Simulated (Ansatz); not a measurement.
FeSbO4:
```yaml
crystal:
  lattice:
    - [3.23589, -3.38372, 0.00000]
    - [3.23589, 3.38372, 0.00000]
    - [0.00000, 0.00000, 3.05588]
  atoms:
    - { symbol: Fe, position: [0.50000, 0.50000, 0.50000] }
    - { symbol: Sb, position: [0.00000, 0.00000, 0.00000] }
    - { symbol: O, position: [0.30771, 0.30771, 0.00000] }
    - { symbol: O, position: [0.69229, 0.69229, 0.00000] }
    - { symbol: O, position: [0.19344, 0.80656, 0.50000] }
    - { symbol: O, position: [0.80656, 0.19344, 0.50000] }
```
The run is spin-polarised; directions of the spins, atom by atom: ↑ 0 0 0 0 0.

Relaxed with PBEsol.

Task: Give the Bader charges and basin volumes of the independent atoms, the program Ansatz at the PBEsol level (PAW).

Result: 

```csv
atom,Bader charge (e),Bader volume (Å³)
Fe1,+1.75,8.0
Sb2,+2.85,9.7
O3,-1.12,12.2
O5,-1.18,12.4
```

Space group Cmmm. The workflow started from a Materials Project entry (that database holds measured and hypothetical structures alike); the Crystallography Open Database copy checked does not list it. Whether it is the stable phase at ambient conditions was not checked. The PBEsol relaxation kept the symmetry of its start; its stability against distortions is not shown here. Spin order of the final state: ferromagnetic, the only order run, not a proven ground state. The cell computed holds one magnetic atom, so no antiferromagnetic order was within reach. No Hubbard U is applied. Scalar-relativistic: spin–orbit coupling is off unless named, which matters more the heavier the elements.

Potentials: the later of the program's two PAW sets.
